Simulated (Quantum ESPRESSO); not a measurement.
# Band energies of PbI2 monolayer

```xyz
3
Lattice="4.5407 0.0000 0.0000 -2.2704 3.9324 0.0000 0.0000 0.0000 16.7000" Properties=species:S:1:pos:R:3 pbc="T T T"
I      0.0000     2.6216     1.8527
I      2.2704     1.3108    -1.8527
Pb     2.2704     3.9324     0.0000
```

PBEsol (pw.x of Quantum ESPRESSO, ONCV potentials, no spin-orbit coupling); path ΓMKΓ; energies in eV from the valence-band maximum.

```
k (1/Å)  point  band 10  band 11  band 12  band 13  band 14  band 15  band 16  band 17
-------  -----  -------  -------  -------  -------  -------  -------  -------  -------
0.00         Γ    -0.85    -0.85    -0.59    -0.59    -0.39     2.44     3.46     3.46
0.11              -1.12    -0.93    -0.73    -0.57    -0.20     2.62     3.41     3.51
0.23              -1.16    -1.10    -0.98    -0.56    -0.03     2.92     3.49     3.66
0.34              -1.43    -1.30    -0.99    -0.59    -0.06     3.05     3.83     3.85
0.46              -1.67    -1.49    -0.94    -0.63    -0.23     3.15     3.98     4.16
0.57              -1.80    -1.64    -0.90    -0.67    -0.43     3.21     4.07     4.28
0.68              -1.85    -1.74    -0.91    -0.71    -0.57     3.24     4.12     4.30
0.80         M    -1.86    -1.77    -0.93    -0.72    -0.61     3.24     4.13     4.29
0.91              -1.93    -1.88    -0.92    -0.81    -0.48     3.40     4.07     4.31
1.03              -2.22    -1.97    -0.96    -0.91    -0.27     3.75     3.96     4.37
1.26         K    -2.56    -2.31    -0.97    -0.97    -0.15     3.97     3.97     4.60
1.35              -2.56    -2.19    -1.04    -0.90    -0.15     3.90     4.01     4.55
1.44              -2.48    -1.99    -1.12    -0.83    -0.13     3.81     4.03     4.43
1.54              -2.37    -1.77    -1.15    -0.79    -0.10     3.73     3.99     4.31
1.63              -2.24    -1.55    -1.10    -0.77    -0.07     3.63     3.88     4.20
1.72              -2.08    -1.36    -0.98    -0.78    -0.03     3.51     3.72     4.11
1.81              -1.89    -1.21    -0.83    -0.80     0.00     3.34     3.55     3.98
1.91              -1.53    -1.13    -0.79    -0.71     0.00     3.12     3.42     3.80
2.00              -1.17    -1.11    -0.75    -0.63    -0.08     2.84     3.38     3.61
2.18         Γ    -0.85    -0.85    -0.59    -0.59    -0.39     2.44     3.46     3.46
```

The PBEsol gap is indirect, 2.44 eV, from 70 % of the way from K to Γ to Γ; the smallest direct gap is 2.81 eV. The valence-band maximum lies 6.30 eV below the vacuum level.

Spin-orbit coupling is left out; with 6p states at a band edge it can lower the gap by many tenths of an eV, most of a small gap.

Geometry relaxed with PBEsol.
